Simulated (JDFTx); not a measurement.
An input for JDFTx (a modified build) (Nb(110), linear PCM (GLSSA13), water, 1 M NaF; bohr, hartree) and the course of its log:

```
lattice \
  6.2694120828 3.1347060414 0.0000000000 \
  0.0000000000 4.4331437969 0.0000000000 \
  0.0000000000 0.0000000000 43.4637008664
coords-type Lattice
ion Nb 0.5000000000 0.0000000000 -0.1529946960 0
ion Nb 0.0000000000 0.0000000000 -0.0509982320 0
ion Nb 0.5000000000 0.0000000000 0.0509982320 0
ion Nb 0.0000000000 0.0000000000 0.1529946960 0
ion-species pseudo/nb_pbe_v1.upf
elec-cutoff 20 100
elec-ex-corr gga-PBE
coulomb-interaction Slab 001
coulomb-truncation-embed 0 0 0
kpoint-folding 10 10 1
elec-smearing Fermi 0.01
elec-n-bands 37
target-mu -0.166842
electronic-scf nIterations 100 energyDiffThreshold 1e-07
fluid LinearPCM
pcm-variant GLSSA13
fluid-solvent H2O
fluid-cation Na+ 1
fluid-anion F- 1
fluid-minimize nIterations 400 knormThreshold 1e-11
wavefunction read f0.wfns
elec-initial-eigenvals f0.eigenvals
elec-initial-fillings read f0.fillings
fluid-initial-state f0.fluidState
dump-name f0_u0.$VAR
dump End State Ecomponents EigStats BandEigs Forces ElecDensity IonicPositions Fillings Kpoints Dtot FluidDebug BoundCharge FluidDensity
```

```
[one cycle in 5 is shown, and the last three; fluid-solver lines are left out]
	FillingsUpdate:  mu: -0.166842000  nElectrons: 49.169565
SCF: Cycle:  0   G: -216.598961514158844   dG: +3.686e+00   |Residual|: 1.428e-01   |deigs|: 4.652e-08
	FillingsUpdate:  mu: -0.166842000  nElectrons: 51.533547
SCF: Cycle:  5   G: -220.214674741503501   dG: -1.104e-02   |Residual|: 2.117e-02   |deigs|: 8.240e-04
	FillingsUpdate:  mu: -0.166842000  nElectrons: 50.911023
SCF: Cycle: 10   G: -219.796893664423095   dG: +2.657e-01   |Residual|: 5.281e-02   |deigs|: 2.281e-03
	FillingsUpdate:  mu: -0.166842000  nElectrons: 50.798894
SCF: Cycle: 15   G: -219.826111146738100   dG: +1.941e-01   |Residual|: 5.258e-02   |deigs|: 1.779e-03
	FillingsUpdate:  mu: -0.166842000  nElectrons: 49.481615
SCF: Cycle: 20   G: -218.344574144720127   dG: -2.888e+00   |Residual|: 1.142e-01   |deigs|: 7.300e-03
	FillingsUpdate:  mu: -0.166842000  nElectrons: 52.686222
SCF: Cycle: 25   G: -219.736360340899068   dG: +2.796e-01   |Residual|: 6.022e-02   |deigs|: 2.750e-03
	FillingsUpdate:  mu: -0.166842000  nElectrons: 51.328202
SCF: Cycle: 30   G: -220.293853253578305   dG: -3.841e-01   |Residual|: 1.281e-02   |deigs|: 5.614e-03
	FillingsUpdate:  mu: -0.166842000  nElectrons: 51.311961
SCF: Cycle: 35   G: -220.300973386293435   dG: -1.272e-02   |Residual|: 1.309e-02   |deigs|: 1.563e-03
	FillingsUpdate:  mu: -0.166842000  nElectrons: 52.684024
SCF: Cycle: 40   G: -219.529373036045371   dG: -2.982e+00   |Residual|: 7.389e-02   |deigs|: 3.144e-02
	FillingsUpdate:  mu: -0.166842000  nElectrons: 51.014937
SCF: Cycle: 45   G: -220.294422477613409   dG: -3.000e+00   |Residual|: 1.466e-02   |deigs|: 1.732e-02
	FillingsUpdate:  mu: -0.166842000  nElectrons: 51.820087
SCF: Cycle: 50   G: -220.121083184351534   dG: +1.571e-01   |Residual|: 3.502e-02   |deigs|: 3.044e-03
	FillingsUpdate:  mu: -0.166842000  nElectrons: 49.534619
SCF: Cycle: 55   G: -219.509103903567620   dG: -8.550e-01   |Residual|: 8.139e-02   |deigs|: 4.190e-03
	FillingsUpdate:  mu: -0.166842000  nElectrons: 40.961890
SCF: Cycle: 60   G: -181.077840831727059   dG: +9.610e+00   |Residual|: 5.236e-01   |deigs|: 8.659e-03
	FillingsUpdate:  mu: -0.166842000  nElectrons: 48.748308
SCF: Cycle: 65   G: -218.169051105900138   dG: +1.475e+00   |Residual|: 1.287e-01   |deigs|: 6.799e-03
	FillingsUpdate:  mu: -0.166842000  nElectrons: 49.513234
SCF: Cycle: 70   G: -219.460420031570607   dG: -1.380e-01   |Residual|: 7.982e-02   |deigs|: 9.753e-04
	FillingsUpdate:  mu: -0.166842000  nElectrons: 48.449423
SCF: Cycle: 75   G: -217.854035279238360   dG: +8.427e-01   |Residual|: 1.375e-01   |deigs|: 3.099e-03
	FillingsUpdate:  mu: -0.166842000  nElectrons: 50.384725
SCF: Cycle: 80   G: -220.197146651481489   dG: +1.120e-01   |Residual|: 3.186e-02   |deigs|: 2.752e-03
	FillingsUpdate:  mu: -0.166842000  nElectrons: 49.700961
SCF: Cycle: 85   G: -219.780385635868640   dG: -2.075e-01   |Residual|: 6.621e-02   |deigs|: 2.389e-03
	FillingsUpdate:  mu: -0.166842000  nElectrons: 45.970950
SCF: Cycle: 90   G: -211.008339480152074   dG: +1.979e+00   |Residual|: 2.636e-01   |deigs|: 3.165e-03
	FillingsUpdate:  mu: -0.166842000  nElectrons: 49.442193
SCF: Cycle: 95   G: -219.600808883738580   dG: -5.402e+00   |Residual|: 7.525e-02   |deigs|: 1.704e-02
	FillingsUpdate:  mu: -0.166842000  nElectrons: 48.268686
SCF: Cycle: 97   G: -217.925832714453691   dG: +3.917e-01   |Residual|: 1.342e-01   |deigs|: 1.406e-03
	FillingsUpdate:  mu: -0.166842000  nElectrons: 48.728028
SCF: Cycle: 98   G: -218.668361868719870   dG: -7.425e-01   |Residual|: 1.106e-01   |deigs|: 3.176e-03
	FillingsUpdate:  mu: -0.166842000  nElectrons: 48.392721
SCF: Cycle: 99   G: -218.032566971109020   dG: +6.358e-01   |Residual|: 1.290e-01   |deigs|: 2.355e-03
SCF: None of the convergence criteria satisfied after 100 iterations.
IonicMinimize: Iter:   0  G: -218.032566971109020  |grad|_K:  0.000e+00
IonicMinimize: Converged (|grad|_K<1.000000e-04).
```

This run gave no converged result. The electronic loop ended without meeting its threshold, so the last energy, electron count and forces aren't results.
